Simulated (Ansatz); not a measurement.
Values for one crystal, relaxed and computed with DFT-r²SCAN+D4 in the program Ansatz with PAW potentials; other levels are named.

| Item | Value |
|---|---|
| Volume per atom | 7.98 Å³ |
| Electronic character | metallic (no gap) |
| Pressure derivative B′ | 7.6 |
| Formation energy from the elements (no fitted shifts) | -876 meV/atom |
| Bulk modulus (Birch–Murnaghan fit) | 74.6 GPa |
| Density of states at the Fermi level | 0.07 states/eV per atom (mean over ±0.08 eV) |

### Question
Which compound is it?
A. Sn4HSe8, P3m1 (Pearson symbol hP13)
B. Bi2HSe3, R3m (Pearson symbol hR6)
C. B3HN3, Cmc2_1 (Pearson symbol oS28)
D. MoN2, R3m (Mo on 3a, N on 3a, N on 3a)

### Answer
C, B3HN3, Cmc2_1 (Pearson symbol oS28)

The start of the workflow was typed in or built on a structure type; neither database checked (COD, Materials Project) lists it. Whether it is the stable phase at ambient conditions was not checked. The cell was relaxed with r²SCAN+D4 under the symmetry of its start; its stability against distortions is not shown here. The volume moved by -19 % from the start of the relaxation. The references are the lowest solids computed at this level, not always the standard phases (solids in place of the gases).

Potentials: the earlier of the program's two PAW sets.
